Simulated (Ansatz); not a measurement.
Zr, DFT, LDA, PAW with Ansatz's default frozen-core files, scalar-relativistic (Ansatz 0.2.0), run on 1 thread of Arm Neoverse V1 on a shared host.

The geometry is COD entry 9008523, unchecked; take it as a test cell. The listed cell was then made from it by scaling, straining or moving an atom.

Command: `ansatz run input.yaml --threads 1 --pin off --max-ram 3072MiB --backend cpu --events-out ev --progress --plain --runs-dir out`

```yaml
crystal:
  lattice:
    - [3.2103063057, 0.0, 0.0]
    - [-1.6051531528, 2.7802068146, 0.0]
    - [0.0, 0.0, 5.112455335]
  atoms:
    - { symbol: Zr, position: [0.3333333333, 0.6666666667, 0.25] }
    - { symbol: Zr, position: [0.6666666667, 0.3333333333, 0.75] }
kpoints:
  mp_grid: { grid: [13, 13, 7] }
scf:
  occupations: { method: fermi_dirac, width: 0.03 }
hamiltonian:
  xc: lda
  pseudopotentials: { kind: paw }
output:
  forces: true
  stress: true
  eigenvalues: true
  efg: { contact_densities: true }
```

Problem. How large is the problem that the program sets up?

Solution. 84 irreducible k-points, 905 plane waves at Γ, 16 bands.

Problem. About how long does it take, and how much memory does it use?

Solution. 4.5 s of wall time for 6 SCF iterations, with a peak of 0.33 GiB. Times on shared machines scatter by tens of per cent.

Problem. And the same cell and mesh by all-electron PAW (datasets made for this crystal), asked for forces, stress, eigenvalues, efg, on the same hardware?

Solution. 9.6 s, peak memory 0.37 GiB.
